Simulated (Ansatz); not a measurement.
A distorted cell of CdS (zinc blende):

```xyz
4
Lattice="0.0000 5.9266 5.9266 2.9633 2.9633 5.9266 2.9633 2.9633 0.0000" Properties=species:S:1:pos:R:3 pbc="T T T"
S      4.5229     4.4450     4.4450
S      4.3670     7.4083     7.4083
Cd     0.0000     0.1200     0.0000
Cd     2.9633     5.8066     2.9633
```

Computed with PBE (plane waves to 420 eV, PAW, scalar-relativistic; Ansatz, a quantum-chemistry and plane-wave program). k mesh 10×10×10 (Γ-centred), Fermi-Dirac smearing 0.05 eV. Compression counts positive. CdS was relaxed with its symmetry unable to fall.

What forces act on the atoms (eV/Å, Cartesian)?


| atom | Fx | Fy | Fz |
|---|---|---|---|
| S1 | -0.032 | 0.000 | 0.000 |
| S2 | 0.032 | 0.000 | 0.000 |
| Cd3 | 0.000 | -0.144 | 0.000 |
| Cd4 | 0.000 | 0.144 | 0.000 |

(For displaced atoms, the force is minus the slope of the energy, and its curvature is a force constant, which sets phonon frequencies.)
